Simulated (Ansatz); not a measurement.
The cell is InGa₃As₄ as one 8-atom ordering (Amm2) on the zincblende lattice; cell and atoms were relaxed with r2SCAN. Space group Amm2 (No. 38), orthorhombic; a = 4.085 Å, b = 8.179 Å, c = 11.572 Å in the conventional setting, 24.16 Å³ an atom. Ga is surrounded by 4 As at 2.47–2.51 Å; Ga is surrounded by 4 As at 2.44–2.51 Å; In is surrounded by 4 As at 2.58–2.60 Å; As is surrounded by 4 Ga at 2.51 Å; As is surrounded by 3 Ga at 2.47 Å and 1 In at 2.60 Å; As is surrounded by 2 Ga at 2.44 Å and 2 In at 2.58 Å.

```
Ga In As
1.0
     4.08535    0.00000    0.00000
     0.00000    4.08930    5.78576
     0.00000   -4.08930    5.78576
Ga In As
3 1 4
Cartesian
  0.0000 0.0000 -0.0034
  2.0427 -2.0462 2.8942
  2.0427 2.0462 2.8942
  0.0000 0.0000 5.7792
  2.0427 0.0000 1.4469
  0.0000 -2.1230 4.2834
  0.0000 2.1230 4.2834
  2.0427 0.0000 7.3510
```

3 runs of the plane-wave code Ansatz on this cell differ in the functional (and in the settings that go with it). Levels are in eV from each run's valence top; v1 is the last filled band, c1 the first empty one.

Run A, mean stress +2.6 GPa (compression positive):
```
point     v5     v3     v1    c1    c2    c3
    Γ  -1.16  -0.10  -0.01  0.01  0.76  1.04
    Y  -1.83  -1.46  -0.91  1.86  1.97  2.31
   C₀  -1.84  -1.65  -0.61  2.11  2.17  2.20
    Z  -3.26  -3.06  -1.06  2.30  2.86  4.30
   A₀  -2.54  -1.84  -1.28  1.48  1.62  1.81
    T  -2.54  -1.13  -0.96  0.69  0.95  1.45
```

Run B, mean stress 0.0 GPa (compression positive):
```
point     v5     v3     v1    c1    c2    c3
    Γ  -1.22  -0.09   0.00  0.40  1.09  1.40
    Y  -1.90  -1.51  -0.94  2.13  2.24  2.64
   C₀  -1.92  -1.68  -0.63  2.42  2.48  2.50
    Z  -3.35  -3.14  -1.10  2.63  3.23  4.68
   A₀  -2.64  -1.87  -1.33  1.76  1.90  2.12
    T  -2.65  -1.18  -1.00  1.01  1.29  1.73
```

Run C, mean stress +0.3 GPa (compression positive):
```
point     v5     v3     v1    c1    c2    c3
    Γ  -1.26  -0.09   0.00  0.81  1.48  1.77
    Y  -1.98  -1.58  -1.00  2.54  2.64  3.10
   C₀  -2.01  -1.75  -0.67  2.83  2.91  2.94
    Z  -3.53  -3.31  -1.15  3.09  3.68  5.19
   A₀  -2.76  -1.95  -1.39  2.13  2.28  2.47
    T  -2.77  -1.22  -1.06  1.40  1.67  2.03
```

Problem. Match the runs to PBE, r2SCAN, HSE06.

Solution. A is PBE, B is r2SCAN, C is HSE06. In order of the gap: PBE 0.01, r2SCAN 0.40, HSE06 0.81 eV. The stress vanishes for r2SCAN, which relaxed the cell.

No spin polarisation and no zero-point or thermal motion; the cell was built from a prototype and may be hypothetical.

No spin-orbit coupling is included; it can move band edges with weight on the heavy atoms by tenths of an eV.

The program warns that its thresholds are loose for a hybrid's stress.

Gaps or overlaps of about a tenth of an eV are at the limit of these meshes: between the points read a gap can be smaller or closed.

The meshes of the hybrids are coarse, so their gaps aren't converged to the digits shown.
